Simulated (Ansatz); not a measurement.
## SnI₄O₁₂ at a changed volume — I-127 nuclear quadrupole resonance

Cell: a refined structure from the COD, relaxed with PBE at fixed cell and then changed (volume scaled by 1.02, ions relaxed).

Space group P-1 (No. 2); a = 5.0911, b = 6.3224, c = 8.4420 Å, α = 87.68°, β = 88.65°, γ = 89.03°.

| site | Wyckoff | site symmetry | x | y | z |
| --- | --- | --- | --- | --- | --- |
| Sn | 1b | -1 | 0.0000 | 0.0000 | 0.5000 |
| I2 | 2i | 1 | 0.5071 | 0.7773 | 0.2390 |
| I4 | 2i | 1 | 0.9779 | 0.6985 | 0.8431 |
| O6 | 2i | 1 | 0.7821 | 0.9588 | 0.2982 |
| O8 | 2i | 1 | 0.3021 | 0.7972 | 0.4235 |
| O10 | 2i | 1 | 0.8488 | 0.7468 | 0.6367 |
| O12 | 2i | 1 | 0.8262 | 0.4358 | 0.8840 |
| O14 | 2i | 1 | 0.6660 | 0.5304 | 0.2913 |
| O16 | 2i | 1 | 0.7320 | 0.8609 | 0.9448 |

One atom of each set is listed.

Level of theory: DFT, PBE, plane waves and PAW, scalar-relativistic, 420 eV cutoff, Γ-centred 4×4×3 k-points, Fermi–Dirac smearing 0.02 eV (Ansatz 0.2.0).

I-127: I = 5/2, Q = -688.2 mb (year-2017 value). Static lattice, zero field.

Task: Predict the zero-field I-127 lines of each site.

Result: For I = 5/2 and η = 0 the lines are 3|C_Q|/20 and twice that; η pulls their ratio below 2.

```csv
site,atoms,V_zz (10²¹ V/m²),C_Q (MHz),η,line frequencies (MHz)
I2,2,-52.1,867,0.48,"159.5, 249.5"
I4,2,-50.4,839,0.20,"131.3, 249.8"
```

At I4 V_zz stands upright on the plane through its three neighbours (within 7°).

Without spin–orbit coupling the gradients at and beside I can be off by some per cent, at some sites by more.

The relaxation (5 steps) took 85 s of wall time (2.8 min of CPU time) and 0.98 GiB at its peak, on 2 threads of Arm Neoverse V2 (aarch64; 8 cores open to the job, memory cap 5.0 GiB, no GPU), a shared host with a load of 0.6 a core.
